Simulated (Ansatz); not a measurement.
Data:

MoPd:
Space group Pm-3m (No. 221); a = 3.120 Å, b = 3.120 Å, c = 3.120 Å, α = 90.00°, β = 90.00°, γ = 90.00°

```json
[
 {"atom": "Pd", "site": "1a", "symmetry": "m-3m", "x": "0.0000", "y": "0.0000", "z": "0.0000"},
 {"atom": "Mo", "site": "1b", "symmetry": "m-3m", "x": "0.5000", "y": "0.5000", "z": "0.5000"}
]
```

This is the PBEsol-relaxed structure.

### Question
All from PBEsol in the plane-wave PAW code Ansatz, unless another level is named. Give the highest zone-centre frequency.

### Answer
8.4 meV.

### Question
Predict the bulk modulus (Birch–Murnaghan fit).

### Answer
238 GPa.

The start of the workflow was typed in or built on a structure type; neither database checked (COD, Materials Project) lists it. Whether it is the stable phase at ambient conditions was not checked. The cell was relaxed with PBEsol under the symmetry of its start. At this level the phase is mechanically unstable. The run is not spin-polarised. Its formation energy is positive at this level, so the cell may be metastable or incomplete.

Potentials: the later of the program's two PAW sets.
